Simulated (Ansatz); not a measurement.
MoF6:
```cif
data_F6Mo
_chemical_formula_sum 'Mo1 F6'
_space_group_name_H-M_alt 'P 1'
_space_group_IT_number 1
_cell_length_a 5.54416
_cell_length_b 5.54416
_cell_length_c 5.54416
_cell_angle_alpha 109.471
_cell_angle_beta 109.471
_cell_angle_gamma 109.471
loop_
_space_group_symop_operation_xyz
  'x, y, z'
loop_
_atom_site_label
_atom_site_type_symbol
_atom_site_fract_x
_atom_site_fract_y
_atom_site_fract_z
_atom_site_occupancy
Mo1 Mo 0.00000 0.00000 0.00000 1
F1 F 0.71433 0.71433 0.00000 1
F2 F 0.28567 0.28567 0.00000 1
F3 F 0.00000 0.71433 0.71433 1
F4 F 0.00000 0.28567 0.28567 1
F5 F 0.71433 0.00000 0.71433 1
F6 F 0.28567 0.00000 0.28567 1
```

Relaxed with r²SCAN+D4.

Which orbitals make up the states near the band edges in DFT-r²SCAN+D4 in the program Ansatz with PAW potentials?

Top 1 eV of the valence band: F 2p 99 %. Bottom 1 eV of the conduction band: Mo 4d 61 %, F 2p 34 %. Projections are on Löwdin-orthogonalised atomic valence shells; empty p or d shells of many metals are not among them.

Tabulate the density of states.

States/eV per cell of 7 atoms, in 0.25 eV bins, energy from the valence-band maximum.

```
E (eV)  total   F 2p  Mo 4d  F 2s
------  -----  -----  -----  ----
-4.35    0.00   0.00   0.00  0.00
-4.10    8.72   6.09   1.94  0.57
-3.85    7.28   4.91   1.75  0.52
-3.60    0.00   0.00   0.00  0.00
-3.35    0.00   0.00   0.00  0.00
-3.10   24.00  15.69   8.11  0.00
-2.85    0.00   0.00   0.00  0.00
-2.60    1.06   1.00   0.00  0.03
-2.35    5.66   5.27   0.02  0.17
-2.10    1.27   1.18   0.00  0.04
-1.85    0.00   0.00   0.00  0.00
-1.60    0.00   0.00   0.00  0.00
-1.35   17.54  17.05   0.02  0.09
-1.10    6.53   6.37   0.00  0.03
-0.85   15.17  15.00   0.01  0.01
-0.60   28.78  28.45   0.02  0.03
-0.35    3.98   3.89   0.00  0.01
-0.10   24.00  23.96   0.00  0.00
0.15     0.00   0.00   0.00  0.00
0.40     0.00   0.00   0.00  0.00
0.65     0.00   0.00   0.00  0.00
0.90     0.00   0.00   0.00  0.00
1.15     0.00   0.00   0.00  0.00
1.40     0.00   0.00   0.00  0.00
1.65     0.00   0.00   0.00  0.00
1.90     0.00   0.00   0.00  0.00
2.15     0.00   0.00   0.00  0.00
2.40     0.00   0.00   0.00  0.00
2.65     0.00   0.00   0.00  0.00
2.90     0.00   0.00   0.00  0.00
3.15     0.00   0.00   0.00  0.00
3.40     0.00   0.00   0.00  0.00
3.65     0.00   0.00   0.00  0.00
3.90     0.00   0.00   0.00  0.00
4.15     0.00   0.00   0.00  0.00
4.40     0.00   0.00   0.00  0.00
4.65     6.60   2.26   3.96  0.00
4.90    17.40   5.95  10.73  0.00
5.15     0.00   0.00   0.00  0.00
5.40     0.00   0.00   0.00  0.00
5.65     0.00   0.00   0.00  0.00
5.90     0.00   0.00   0.00  0.00
6.15     0.00   0.00   0.00  0.00
6.40     0.00   0.00   0.00  0.00
6.65     0.00   0.00   0.00  0.00
6.90     0.00   0.00   0.00  0.00
7.15     0.00   0.00   0.00  0.00
7.40     0.00   0.00   0.00  0.00
7.65     0.00   0.00   0.00  0.00
7.90     0.00   0.00   0.00  0.00
8.15     0.00   0.00   0.00  0.00
8.40     0.00   0.00   0.00  0.00
8.65     0.00   0.00   0.00  0.00
8.90     0.00   0.00   0.00  0.00
9.15     0.00   0.00   0.00  0.00
9.40     2.53   0.73   1.52  0.19
```

Space group Im-3m. The first step of the workflow began from a Materials Project structure, measured or hypothetical; the Crystallography Open Database copy checked does not list it. COD files the formula under space group No. 62. Whether it is the stable phase at ambient conditions was not checked. The cell was relaxed with r²SCAN+D4 under the symmetry of its start; whether a distortion lowers the energy is not shown. No spin polarisation was allowed. No Hubbard U is applied. Spin–orbit coupling is left out wherever it is not named.

Potentials: the later of the program's two PAW sets.
